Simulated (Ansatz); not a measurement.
# Collinear states of WS

Computed with Ansatz 0.2.0, DFT PBEsol, scalar-relativistic, plane waves, PAW.

```
CELL_PARAMETERS angstrom
0.00000 2.63985 2.63985
2.63985 0.00000 2.63985
2.63985 2.63985 0.00000
ATOMIC_POSITIONS crystal
W 0.00000 0.00000 0.00000
S 0.25000 0.25000 0.25000
```

- plane-wave cutoff: 420 eV
- Γ-centred k-mesh: 14×14×14
- occupation rule: Gaussian smearing, 0.1 eV
- list of starting moments (μB, in atom order): 2.5 0
- check for lower electronic states after the SCF: off

All runs keep this geometry, which stands near equilibrium for the lowest state (largest force there 0.000 eV/Å, pressure 0.0 GPa) and needn't be a stable compound; relaxing each order can shift differences of a few meV. A propagation vector, in units of the reciprocal vectors, doubles the cell, which takes an equally dense mesh. Site moments are spin moments in atom-centred spheres that scale with the neighbour distance. The states are those that the runs reached from these starts; a lower one can exist.

Problem. Starts tried: no spin; large parallel starting moments; antiferromagnetic, doubled cell, propagation vector (0, 0, 1/2). Which state comes out lowest, and what are the moments?

Solution. All starts lose their moments; the cell is non-magnetic at this level.

| start | ends | energy above lowest (meV/atom) | site moments (μB) | gap on mesh (eV) | P (GPa) |
| --- | --- | --- | --- | --- | --- |
| no spin | non-magnetic | 0.00 | none over 0.05 | metal | 0.0 |
| large parallel starting moments | non-magnetic | 0.00 | none over 0.05 | metal | 0.0 |
| antiferromagnetic, doubled cell, propagation vector (0, 0, 1/2) | non-magnetic | 0.00 | none over 0.05 | metal | 0.0 |

Cost: 3 runs of about 2.1 core-minutes in all, on Intel Xeon Processor @ 2.70GHz (shared hosts).